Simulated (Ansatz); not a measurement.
**Data sheet: AlP (DFT)**

AlP:
```xyz
6
Lattice="3.8509 0.0000 0.0000 -1.9254 3.3349 0.0000 0.0000 0.0000 8.6900" Properties=species:S:1:pos:R:3 pbc="T T T"
Al     1.9254     0.0000     4.3450
Al    -0.9627     1.6675     1.4483
Al     0.9627     1.6675     7.2416
P      1.9254     0.0000     0.0000
P     -0.9627     1.6675     5.7933
P      0.9627     1.6675     2.8967
```

Space group P6_222 (No. 180); conventional cell a = b = 3.8509 Å, c = 8.6900 Å, α = β = 90.00°, γ = 120.00°.

Method: plane-wave PAW PBE (Ansatz code). Geometry: relaxed at this level of theory. Other levels are named where they apply.

Cell and energy:

- Volume per atom: 18.60 Å³
- Density: 2.59 g/cm³
- Formation energy from the elements (no fitted shifts): -0.42 eV/atom

Electronic structure:

* **Band gap**: 0.95 eV (indirect)
* **Valence-band maximum**: at Γ
* **Conduction-band minimum**: at M (3 equivalent valleys)
* **Smallest direct gap on the standard path**: 2.03 eV
* **Electron effective mass**: 0.15, 0.41, 1.4 mₑ (principal values)
* **Hole effective mass**: 0.15, 7.5, 7.5 mₑ (principal values)

Mechanics:

- Bulk modulus (Birch–Murnaghan fit) = 90.3 GPa
- Pressure derivative B′ = 4.2

The start of the workflow was typed in or built on a structure type; neither database checked (COD, Materials Project) lists it. It is not the phase usual at ambient conditions (space group No. 216). Symmetry was held in the PBE relaxation; its stability against distortions is not shown here. The references are the lowest solids computed at this level, not always the standard phases.

Potentials: the later of the program's two PAW sets.
